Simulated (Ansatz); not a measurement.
# Run record: YbSe

System: YbSe, an experimental structure (space group Fm-3m, primitive cell doubled); the cell holds 4 atoms. Source: COD entry 1010894; the sample's temperature and pressure aren't taken into account, and it need not be the stable phase.

These are results of DFT, r2SCAN+U, PAW, plane waves, scalar-relativistic in Ansatz, not measurements.

The input:

```yaml
crystal:
  lattice:
    - [5.867, 2.9335, 2.9335]
    - [2.9335, 5.867, 2.9335]
    - [2.9335, 2.9335, 5.867]
  atoms:
    - { symbol: Yb, position: [0.0, 0.0, 0.0], spin: 1.5 }
    - { symbol: Yb, position: [0.5, 0.5, 0.5], spin: 1.5 }
    - { symbol: Se, position: [0.25, 0.25, 0.25] }
    - { symbol: Se, position: [0.75, 0.75, 0.75] }
magnetization:
  spin_polarized: true
hamiltonian:
  xc: r2scan
  pseudopotentials: { kind: paw }
  hubbard: { sites: [{ species: Yb, l: f, u_eff: 2.2 }] }
basis:
  ecutwfc: 500
kpoints:
  mp_grid: { grid: [6, 6, 6] }
scf:
  occupations: { method: fermi_dirac, width: 0.1 }
  lower_state_search: "off"
output:
  forces: true
  stress: true
```

What the program printed (shortened):

```
basis.fft_grid_basis auto: the FFT boxes are laid along the combinations [[1, 0, -1], [0, 1, -1], [0, 0, 1]] of the cell's own vectors, 4.149, 4.149 and 7.186 Å long. The dense box has 32×32×54 points. Along the cell's own vectors, as sized, it would have 54×54×54, 2.85 times as many. [...]
Yb: projections on atomic orbitals take those of the free atom [Kr 4d10] 4f14 5s2 5p6 5d0 6s2, of charge +0.00 (hamiltonian.pseudopotentials.projection_atoms); the dataset's partial waves leave at most 1.5e-4 of an orbital's norm unspanned inside its sphere
Se: projections on atomic orbitals take those of the free atom [Ar] 3d10 4s2 4p4, of charge +0.00 (hamiltonian.pseudopotentials.projection_atoms); the dataset's partial waves leave at most 2.3e-6 of an orbital's norm unspanned inside its sphere
Pseudopotentials: kind: paw
Pseudopotential: Yb, paw, valence charge 24, recommended cutoff 500 eV (meta_gga), Yb.paw.azcp
Pseudopotential: Se, paw, valence charge 16, recommended cutoff 500 eV (meta_gga), Se.paw.azcp
Functional definition: r2SCAN
Crystal: 4 atoms, lattice volume = 100.976 Å³
Basis set: ecut = 500 eV, 2503 PW (Γ), FFT grids on a1−a3, a2−a3, a3, exchange–correlation on 128×128×216 points (64 copies of the dense FFT grid, shifted against one another)
Bands: 50, of which v1, the nominal top of the filled ones, is band 40 counted from 1 (39 counted from 0)
Symmetry: 24 space group operations
Space group: Fm-3m (ITA 225), of the structure as read, at distance tolerance 4.7e-5 Å
Magnetic group: BNS 225.116 (UNI 1618), of the structure as read, at distance tolerance 4.7e-5 Å
k-points: 32 of 216
Non-local potential: Yb, projectors of the file, l = 0: 3, l = 1: 2, l = 2: 2, l = 3: 3
Non-local potential: Se, projectors of the file, l = 0: 2, l = 1: 2, l = 2: 3, l = 3: 1
PAW frozen core: Yb, regenerated for the run's functional (the file was generated under x = pbe(κ = 0.804, μ = 0.2195149727645171), c = pbe(β = 0.06672455060314922))
PAW frozen core: Se, regenerated for the run's functional (the file was generated under x = pbe(κ = 0.804, μ = 0.2195149727645171), c = pbe(β = 0.06672455060314922))
Initial density: superposition of atomic densities (chi_scale 0.1, normalization cell)
Starting moments: Σ|m| = 3 μB on 2 of 4 sites
Initial wavefunctions: pseudopotential atomic-orbital guess
Functional: x = r2scan, c = r2scan; τ floored in thin density (d = 2e-4 eV/Å³)
SCF iter   1: F=-38574.392349 eV  HF=-38576.222666 eV  |F-HF|=1.83e0  |Δ(HF+E_count)|=         —  Δρ=9.30e-2 (↑5.16e-2 ↓9.30e-2)  dr2=2.73e0  dr2_τ=3.92e-2  dr2_m=4.59e0  M=0.014 μB ∫|m|=0.203 μB  β_m=0.30  ethr=3.10e-3  ⟨swp⟩=5.6  Hψ=12368  notcnv=0
preconditioner: auto → Resta (q_TF=auto, 2.624 Å⁻¹)  ε∞=6.1  [insulator: Δε(μ)=0.495 eV  Ē_g=12.243 eV  σ=0.100 eV  W_gap=0.61  n_scr=28 (ndim 8)  ℏωp=27.7 eV  f_vac=0.000  D(μ)=0.13/eV (n_scr^D=0)  ε∞_Penn≈6.1]
spin=Collinear: Resta preconditioning applied to the charge; magnetization (m = ρ↑ − ρ↓) channel mixes plain (no charge-response kernel on spin).
SCF iter   2: F=-38575.525792 eV  HF=-38576.277369 eV  |F-HF|=7.52e-1  |Δ(HF+E_count)|=   5.47e-2  Δρ=4.77e-2 (↑4.77e-2 ↓3.20e-2)  dr2=9.73e-1  dr2_τ=2.70e-2  dr2_m=1.35e0  M=0.322 μB ∫|m|=0.499 μB  β_m=0.30  ethr=3.10e-3  ⟨swp⟩=3.2  Hψ=7409  notcnv=0  defer=171  κ⁻¹=1.0e0(r=1)
preconditioner: auto → Kerker (q_TF=auto, 2.624 Å⁻¹)  [metal: Δε(μ)=0.079 eV  Ē_g=11.475 eV  σ=0.100 eV  W_gap=0.19  n_scr=28 (ndim 8)  ℏωp=27.7 eV  f_vac=0.000  D(μ)=2.98/eV (n_scr^D=22)]
spin=Collinear: Kerker preconditioning applied to the charge; magnetization (m = ρ↑ − ρ↓) channel mixes plain (no charge-response kernel on spin).
SCF iter   3: F=-38576.324073 eV  HF=-38576.551356 eV  |F-HF|=2.27e-1  |Δ(HF+E_count)|=   2.74e-1  Δρ=4.82e-2 (↑2.96e-2 ↓4.82e-2)  dr2=8.79e-1  dr2_τ=7.83e-3  dr2_m=1.30e0  M=0.041 μB ∫|m|=0.174 μB  β_m=0.30  ethr=1.22e-3  ⟨swp⟩=3.0  Hψ=5848  notcnv=0  defer=118  κ⁻¹=1.3e-2(r=2)
SCF iter   4: F=-38576.499339 eV  HF=-38576.611375 eV  |F-HF|=1.12e-1  |Δ(HF+E_count)|=   6.00e-2  Δρ=2.82e-2 (↑2.82e-2 ↓1.82e-2)  dr2=9.69e-2  dr2_τ=6.80e-3  dr2_m=4.85e-1  M=0.146 μB ∫|m|=0.257 μB  β_m=0.30  ethr=1.10e-3  ⟨swp⟩=3.0  Hψ=6407  notcnv=0  defer=163  κ⁻¹=3.3e-4(r=3)
SCF iter   5: F=-38576.542498 eV  HF=-38576.686133 eV  |F-HF|=1.44e-1  |Δ(HF+E_count)|=   7.48e-2  Δρ=2.59e-2 (↑1.56e-2 ↓2.59e-2)  dr2=1.15e-1  dr2_τ=2.67e-3  dr2_m=3.94e-1  M=0.028 μB ∫|m|=0.116 μB  β_m=0.30  ethr=1.21e-4  ⟨swp⟩=3.2  Hψ=7400  notcnv=0  defer=163  κ⁻¹=2.1e-4(r=4)
SCF iter   6: F=-38576.711617 eV  HF=-38576.698152 eV  |F-HF|=1.35e-2  |Δ(HF+E_count)|=   1.20e-2  Δρ=1.51e-2 (↑1.32e-2 ↓1.51e-2)  dr2=5.89e-3  dr2_τ=1.75e-3  dr2_m=1.84e-1  M=0.045 μB ∫|m|=0.116 μB  β_m=0.30  ethr=1.21e-4  ⟨swp⟩=3.6  Hψ=7353  notcnv=0  defer=162  κ⁻¹=1.2e-5(r=5)
SCF iter   7: F=-38576.716820 eV  HF=-38576.714067 eV  |F-HF|=2.75e-3  |Δ(HF+E_count)|=   1.59e-2  Δρ=1.19e-2 (↑9.05e-3 ↓1.19e-2)  dr2=9.53e-3  dr2_τ=8.12e-4  dr2_m=1.01e-1  M=0.035 μB ∫|m|=0.092 μB  β_m=0.30  ethr=7.36e-6  ⟨swp⟩=2.5  Hψ=5760  notcnv=0  defer=162  κ⁻¹=1.7e-6(r=6)
SCF iter   8: F=-38576.726901 eV  HF=-38576.722002 eV  |F-HF|=4.90e-3  |Δ(HF+E_count)|=   7.94e-3  Δρ=8.44e-3 (↑6.98e-3 ↓8.44e-3)  dr2=2.44e-3  dr2_τ=4.48e-4  dr2_m=5.50e-2  M=0.031 μB ∫|m|=0.076 μB  β_m=0.33  ethr=7.36e-6  ⟨swp⟩=2.3  Hψ=5438  notcnv=0  defer=162
Mixer restart at iter 8: flushing history
spin-set hold released at iteration 8 (site moments contracting): the magnetisation degrees of freedom join the quasi-Newton model from the next iteration; the mixer history was flushed
SCF iter   9: F=-38576.730308 eV  HF=-38576.726935 eV  |F-HF|=3.37e-3  |Δ(HF+E_count)|=   4.93e-3  Δρ=5.85e-3 (↑5.85e-3 ↓4.96e-3)  dr2=7.53e-4  dr2_τ=2.34e-4  dr2_m=2.70e-2  M=0.029 μB ∫|m|=0.064 μB  β_m=0.39  ethr=3.05e-6  ⟨swp⟩=3.2  Hψ=6356  notcnv=0  defer=162  κ⁻¹=1.0e0(r=1)
SCF iter  10: F=-38576.722699 eV  HF=-38576.732979 eV  |F-HF|=1.03e-2  |Δ(HF+E_count)|=   6.04e-3  Δρ=3.68e-3 (↑1.20e-3 ↓3.68e-3)  dr2=5.78e-3  dr2_τ=8.32e-5  dr2_m=5.41e-3  M=0.012 μB ∫|m|=0.030 μB  β_m=0.30  ethr=9.41e-7  ⟨swp⟩=3.0  Hψ=6890  notcnv=0  defer=162  κ⁻¹=5.4e-1(r=2)
SCF iter  11: F=-38576.732613 eV  HF=-38576.732564 eV  |F-HF|=4.93e-5  |Δ(HF+E_count)|=   4.15e-4  Δρ=5.11e-4 (↑1.85e-4 ↓5.11e-4)  dr2=3.40e-4  dr2_τ=1.06e-6  dr2_m=7.74e-5  M=0.004 μB ∫|m|=0.012 μB  β_m=0.30  ethr=9.41e-7  ⟨swp⟩=3.1  Hψ=6887  notcnv=0  defer=159  κ⁻¹=1.8e-3(r=3)
SCF iter  12: F=-38576.732768 eV  HF=-38576.732746 eV  |F-HF|=2.18e-5  |Δ(HF+E_count)|=   1.82e-4  Δρ=2.20e-4 (↑1.90e-4 ↓2.20e-4)  dr2=1.74e-4  dr2_τ=4.53e-7  dr2_m=1.22e-5  M=0.002 μB ∫|m|=0.007 μB  β_m=0.30  ethr=4.25e-7  ⟨swp⟩=1.8  Hψ=4458  notcnv=0  defer=159  κ⁻¹=3.4e-4(r=4)
SCF iter  13: F=-38576.732897 eV  HF=-38576.732883 eV  |F-HF|=1.44e-5  |Δ(HF+E_count)|=   1.37e-4  Δρ=9.61e-5 (↑4.75e-5 ↓9.61e-5)  dr2=1.26e-5  dr2_τ=7.85e-8  dr2_m=1.10e-6  M=-0.001 μB ∫|m|=0.002 μB  β_m=0.30  ethr=2.18e-7  ⟨swp⟩=2.2  Hψ=5781  notcnv=0  defer=159  κ⁻¹=2.2e-5(r=5)
SCF iter  14: F=-38576.732877 eV  HF=-38576.732891 eV  |F-HF|=1.41e-5  |Δ(HF+E_count)|=   8.12e-6  Δρ=1.37e-4 (↑7.07e-5 ↓1.37e-4)  dr2=2.73e-5  dr2_τ=4.10e-8  dr2_m=1.51e-6  M=-0.001 μB ∫|m|=0.002 μB  β_m=0.30  ethr=1.58e-8  ⟨swp⟩=2.1  Hψ=5549  notcnv=0  defer=159  κ⁻¹=1.5e-5(r=6)
SCF iter  15: F=-38576.732896 eV  HF=-38576.732901 eV  |F-HF|=4.80e-6  |Δ(HF+E_count)|=   1.01e-5  Δρ=6.79e-5 (↑2.00e-5 ↓6.79e-5)  dr2=6.30e-6  dr2_τ=8.03e-9  dr2_m=6.06e-7  M=-0.000 μB ∫|m|=0.001 μB  β_m=0.30  ethr=1.58e-8  ⟨swp⟩=2.0  Hψ=5600  notcnv=0  defer=159  κ⁻¹=8.2e-6(r=7)
SCF iter  16: F=-38576.732898 eV  HF=-38576.732901 eV  |F-HF|=3.24e-6  |Δ(HF+E_count)|=   1.34e-7  Δρ=3.43e-5 (↑2.14e-5 ↓3.43e-5)  dr2=3.01e-6  dr2_τ=3.65e-9  dr2_m=4.82e-8  M=-0.000 μB ∫|m|=0.000 μB  β_m=0.30  ethr=7.88e-9  ⟨swp⟩=1.5  Hψ=4162  notcnv=0  defer=159  κ⁻¹=1.4e-6(r=8)
SCF iter  17: F=-38576.732901 eV  HF=-38576.732900 eV  |F-HF|=1.44e-7  |Δ(HF+E_count)|=   2.96e-7  Δρ=1.69e-5 (↑1.69e-5 ↓6.89e-6)  dr2=1.60e-7  dr2_τ=1.25e-9  dr2_m=8.81e-8  M=-0.000 μB ∫|m|=0.000 μB  β_m=0.41  ethr=3.77e-9  ⟨swp⟩=2.0  Hψ=5409  notcnv=0  defer=159  κ⁻¹=1.1e-6(r=8)
SCF iter  18: F=-38576.732900 eV  HF=-38576.732901 eV  |F-HF|=9.21e-7  |Δ(HF+E_count)|=   4.35e-7  Δρ=2.08e-5 (↑1.62e-5 ↓2.08e-5)  dr2=1.04e-6  dr2_τ=2.17e-9  dr2_m=6.33e-9  M=0.000 μB ∫|m|=0.000 μB  β_m=0.30  ethr=1.25e-10  ⟨swp⟩=5.0  Hψ=13675  notcnv=0  κ⁻¹=4.8e-7(r=8)
SCF iter  19: F=-38576.732900 eV  HF=-38576.732901 eV  |F-HF|=5.63e-7  |Δ(HF+E_count)|=   3.30e-8  Δρ=1.39e-5 (↑1.39e-5 ↓1.31e-5)  dr2=5.91e-7  dr2_τ=6.62e-10  dr2_m=3.40e-10  M=-0.000 μB ∫|m|=0.000 μB  β_m=0.30  ethr=2.00e-10  ⟨swp⟩=2.0  Hψ=3946  notcnv=0  defer=159  κ⁻¹=3.1e-6(r=8)
iter 20 did not close the SCF: its close was put off for a magnetic moment that had not settled (scf_convergence_deferred on its scf_iter line)
SCF iter  20: F=-38576.732901 eV  HF=-38576.732901 eV  |F-HF|=8.98e-8  |Δ(HF+E_count)|=   9.69e-8  Δρ=5.28e-6 (↑5.28e-6 ↓4.64e-6)  dr2=8.26e-8  dr2_τ=3.68e-11  dr2_m=1.93e-10  M=-0.000 μB ∫|m|=0.000 μB  β_m=0.30  ethr=1.25e-10  ⟨swp⟩=3.0  Hψ=12804  notcnv=0  κ⁻¹=1.4e-6(r=8)
iter 21 did not close the SCF: its close was put off for a magnetic moment that had not settled (scf_convergence_deferred on its scf_iter line)
SCF iter  21: F=-38576.732901 eV  HF=-38576.732901 eV  |F-HF|=1.95e-9  |Δ(HF+E_count)|=   1.63e-8  Δρ=6.77e-7 (↑6.77e-7 ↓3.92e-7)  dr2=3.01e-10  dr2_τ=1.48e-11  dr2_m=9.64e-11  M=-0.000 μB ∫|m|=0.000 μB  β_m=0.30  ethr=1.03e-10  ⟨swp⟩=3.0  Hψ=11913  notcnv=0  κ⁻¹=3.5e-6(r=8)
SCF iter  22: F=-38576.732901 eV  HF=-38576.732901 eV  |F-HF|=7.49e-10  |Δ(HF+E_count)|=   2.17e-9  Δρ=8.31e-7 (↑8.31e-7 ↓7.38e-7)  dr2=1.51e-9  dr2_τ=7.95e-12  dr2_m=4.27e-11  M=0.000 μB ∫|m|=0.000 μB  ethr=1.00e-12  ⟨swp⟩=2.0  Hψ=10588  notcnv=0
WARN: the starting moments were not kept: the SCF closed with an absolute magnetisation of 1.4e-5 μB, where they sum to 3 μB in size (2 sites). That is at most 0.1 of that sum. Measured as dr2_m measures the in/out step, that magnetisation stands 9.6e-12 eV from none, at or under the dr2_threshold of 1.0e-7 eV: it is no larger than a step whose dr2_m would equal this threshold. The system may hold no moment; this SCF shows only that its start led to no more than that. [...]
the last iteration of the SCF fills more bands at one k-point than at another: 40 at σ=↑ k=0 and 41 at σ=↑ k=12; 40 at σ=↓ k=0 and 41 at σ=↓ k=12 (a band counts as filled where it holds over half of its capacity, the bands of one level by their mean; [...]
SCF 1 converged in 22 iterations: F = -38576.732901 eV  dr2 = 1.51e-9
  greatest PAW one-centre occupation: 1.000 electrons in one spin orbital (limit 2), on the Se atom at site 3 (counted from 0), in its partial waves of l = 2
this state was not tested for a lower state beside it, because the mixer in use, unlike msr1, does not test its closes by its own steps (another_mixer; see scf.mixing.algorithm and scf.lower_state_search)
SCF converged after 22 iterations
Magnetization: 0.0000 μB (40.0000 up, 40.0000 down)
Absolute magnetization: 0.0000 μB (∫|ρ↑−ρ↓|, with the PAW one-centre terms)
Spin contamination: 0.0000 ħ² per cell (⟨S²⟩ above its minimum at these occupations)
Per-site moments (μB) at R_I (Å): [(2.6701e-7, 1.2100), (2.6701e-7, 1.2100), (-2.6157e-6, 1.2100), (-2.6157e-6, 1.2100)]
Free energy (F): -38576.732901 eV
Harris-Foulkes:  -38576.732901 eV  (|F-HF|=7.49e-10)
Internal energy: -38576.696846 eV  (E = F + TS)
E sigma→0 (E₀):  -38576.714873 eV
Entropy (-TS):   -0.036055 eV (-9.014 meV/atom)
Fermi energy:    12.544880 eV
--- Per-component energies (eV) ---
  E_band       = -609.165573
  E_kinetic    = 950.795706
  E_local      = -16386.160688  (includes V_loc(G=0)·N_el)
  E_nonlocal   = -83.995249
  E_hartree    = 7468.304062
  E_xc         = -520.666374
  E_vxc        = -672.398332  (∫ρ·V_xc dr)
  E_hubbard    = 0.210218  (on-site DFT+U / exact-exchange correction)
  E_vhub       = -30.167787  (the Hubbard potential's part of the band-sum identity)
  E_paw        = -18586.915190  (= ΣΔE_a)
  E_vpaw       = 638.003861  (= ΣTr[D̂ρ^β])
  E_aug_tail   = -0.000434  (compensation charges beyond the density's cutoff)
  E_vtau       = 38.143858  (kinetic-family band-sum trace: ∫τ·v_τ [+ j·A + Jᵃ·Aᵃ] dr)
  E_ewald      = -11416.437769
  E_core_change = -1.831128  (= ΣΔE_core)
  E_smearing   = -0.036055  (= −TS)
  E_closure    = 0.000000  (closes the sum)
  Σ components = -38576.732901   (vs F -38576.732901, Δ=0.00e0)
--- Forces (eV/Å), atoms counted from 1 ---
  atom   1  Yb    -0.00000000    -0.00000000    -0.00000000
  atom   2  Yb    -0.00000000    -0.00000000     0.00000000
  atom   3  Se     0.00000000    -0.00000000     0.00000000
  atom   4  Se     0.00000000    -0.00000000     0.00000000
  max |Σ_I F_I| component: 3.11e-28 eV/Å
--- Stress (GPa, compression-positive) ---
        0.144408      -0.005617      -0.005617
       -0.005617       0.144408      -0.005617
       -0.005617      -0.005617       0.144408
  P = ⅓ Tr σ = 0.1444 GPa (1.444 kbar)
```

Spin–orbit coupling is left out, so orbital moments of the f shell are missing. A static U favours moments and orbital order; the result depends on U and need not be the measured state. The program warns that the starting moments weren't kept.

The run took 32 s on 2 threads of Intel(R) Xeon(R) Platinum 8559C, on a shared host, peak memory 1.1 GiB.
